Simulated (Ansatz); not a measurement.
Input and command of a plane-wave DFT calculation in Ansatz:

```yaml
crystal:
  lattice:
    - [4.04512754, 0.0, 0.0]
    - [0.0, 4.04512754, 0.0]
    - [0.0, 0.0, 4.04512754]
  atoms:
    - { symbol: Li, position: [0.0, 0.0, 0.0] }
    - { symbol: Ag, position: [0.0, 0.5, 0.5] }
    - { symbol: Ag, position: [0.5, 0.0, 0.5] }
    - { symbol: Ag, position: [0.5, 0.5, 0.0] }
basis:
  ecutwfc: 500
kpoints:
  mp_grid: { grid: [10, 10, 10] }
hamiltonian:
  xc: r2scan
scf:
  occupations: { method: gaussian, width: 0.1 }
output:
  forces: true
  stress: true
  eigenvalues: true
  write_density: true
  write_potential: true
  elf: true
  volumetric_format: npy
relax:
  adjacent_minimum: "off"
  f_tol: 0.02
  max_steps: 70
  cell: { stress_tol: 0.1 }
```

```bash
ansatz run input.yaml --threads 2 --pin off --max-ram 5120MiB --backend cpu --events-out ev --progress --plain --runs-dir out
```

Processor: AMD EPYC 9B45 (Zen 5), 2 threads, on a host shared with other jobs.

How long does it run, and how much memory does it take?

About 4.8 s on 2 threads of AMD EPYC 9B45 (Zen 5), with other jobs on the host, peak memory 0.59 GiB. It solves 36 bands at 56 k points (the mesh reduced by the symmetry that the task leaves, which can be less than the crystal's) with about 1743 plane waves (on the last cell), in 12 SCF iterations over 2 ionic steps.
